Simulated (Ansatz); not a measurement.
# How much do the gradients of WS2 with Zr replacing W depend on the method?

Cell: a supercell of WS2 (space group P6_3/mmc) built from an entry of the Crystallography Open Database (COD), with the ions relaxed around the defect (PBE).

```
CELL_PARAMETERS angstrom
6.36000 0.00000 0.00000
-4.77000 8.26188 0.00000
0.00000 0.00000 12.50000
ATOMIC_POSITIONS crystal
Zr 0.16795 0.22344 0.25000
W 0.16691 0.55887 0.25000
W 0.17135 0.88746 0.25000
W 0.66223 0.21834 0.25000
W 0.67378 0.56071 0.25000
W 0.65885 0.88572 0.25000
W 0.33320 0.11098 0.75000
W 0.33322 0.44429 0.75000
W 0.33322 0.77762 0.75000
W 0.83320 0.11098 0.75000
W 0.83311 0.44421 0.75000
W 0.83322 0.77764 0.75000
S 0.16654 0.22212 0.62449
S 0.16653 0.55536 0.62454
S 0.16667 0.88881 0.62455
S 0.66644 0.22194 0.62448
S 0.66657 0.55544 0.62452
S 0.66654 0.88880 0.62453
S 0.33741 0.10485 0.12203
S 0.34411 0.45785 0.12256
S 0.33067 0.77589 0.12321
S 0.81836 0.10434 0.12252
S 0.83232 0.44285 0.12556
S 0.83772 0.78160 0.12515
S 0.16654 0.22212 0.87551
S 0.16653 0.55536 0.87546
S 0.16667 0.88881 0.87545
S 0.66644 0.22194 0.87552
S 0.66657 0.55544 0.87548
S 0.66654 0.88880 0.87547
S 0.33741 0.10485 0.37797
S 0.34411 0.45785 0.37744
S 0.33067 0.77589 0.37679
S 0.81836 0.10434 0.37748
S 0.83232 0.44285 0.37444
S 0.83772 0.78160 0.37485
```

Atoms are numbered from 1 in the order listed; like atoms form one site, named after its first atom.

First run. All values are calculated (Ansatz; DFT, PBE, plane waves and PAW, scalar-relativistic, 420 eV cutoff, Γ-centred 4×3×2 k-points, Fermi–Dirac smearing 0.01 eV), not measured.

```tsv
site	atom	V_zz (10²¹ V/m²)	η
Zr	1	-4.66	0.11
W2	2	-16.68	0.49
W3	3	-15.99	0.22
W4	4	-16.27	0.82
W5	5	-16.11	0.58
W6	6	-15.58	0.40
W7	7	-17.30	0.01
W8	8	-17.31	0.00
W10	10	-17.35	0.01
S14	14	-4.37	0.01
S19	19	-5.96	0.55
S20	20	-6.54	0.60
S21	21	-3.59	0.15
S22	22	-6.24	0.57
```

Second run. The same atoms and settings, except that the functional is r2SCAN and the cutoff is 500 eV.

(1) Given the first result, estimate the second.

## Answers

(1) 

```
site  atom    V_zz     η  change of V_zz
  Zr     1   -4.74  0.09           -0.08
  W2     2  -16.77  0.48           -0.09
  W3     3  -16.01  0.21           -0.02
  W4     4  -16.45  0.77           -0.18
  W5     5  -16.22  0.57           -0.11
  W6     6  -15.47  0.41           +0.11
  W7     7  -17.19  0.01           +0.11
  W8     8  -17.20  0.01           +0.11
 W10    10  -17.23  0.01           +0.12
 S14    14   -4.44  0.01           -0.07
 S19    19   -5.98  0.58           -0.02
 S20    20   -6.58  0.62           -0.04
 S21    21   -3.60  0.14           -0.01
 S22    22   -6.26  0.59           -0.02
```

The largest change of V_zz is on W4, from -16.27 to -16.45. In per cent, |V_zz| changes by +2 on Zr, -1 to +1 on W, 0 to +1 on S (all sites that start above 2). The table leaves out 9 of the 23 sites, with |V_zz| up to 17.09; their tensors move by 0.11 at most along any direction. The statements above cover all sites.

The run isn't spin-polarised, and a state with spin may lie lower. The defect repeats with the cell of 36 atoms, so it feels its images: sites between two images don't show the values beside a lone defect, and zeros or small values of η there can come from the images' arrangement. S and W carry a gradient in the pure host already, so the values there aren't the defect's effect alone. The relaxation keeps the site symmetry m of the start, so the impurity can move only within its mirror plane; a distortion that would localise the partly filled state isn't explored. The defect cell has no gap above 0.1 eV on its mesh, so the values can hang on the smearing and the k-mesh. Without spin–orbit coupling the gradients at and beside W can be off by some per cent, at some sites by more.
